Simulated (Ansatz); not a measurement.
Relaxed-ion elastic tensor of Al in space group P6/mmm (No. 191; Al on 2e, Al on 2d, Al on 3f) in GPa (Voigt order), the program Ansatz at the PBEsol level (PAW); density 2.65 g/cm³, 16.92 Å³ per atom.

```
  122   55.7   40.3    0.0    0.0    0.0
 55.7    122   40.3    0.0    0.0    0.0
 40.3   40.3    153    0.0    0.0    0.0
  0.0    0.0    0.0  -16.8    0.0    0.0
  0.0    0.0    0.0    0.0  -16.8    0.0
  0.0    0.0    0.0    0.0    0.0   32.9
```

### Question
Is the crystal mechanically stable?

### Answer
No: the smallest eigenvalue of C is -16.8 GPa.

The start of the workflow was typed in or built on a structure type; neither database checked (COD, Materials Project) lists it. It is not the phase usual at ambient conditions (space group No. 225). The PBEsol relaxation kept the symmetry of its start. At this level the phase is mechanically unstable. As this level gives no gap, shear constants depend on the k-mesh and smearing (Fermi–Dirac, 0.1 eV here). On the denser mesh and wider smearing of the elastic run this cell carries a stress of 0.9 GPa.

Potentials: the later of the program's two PAW sets.
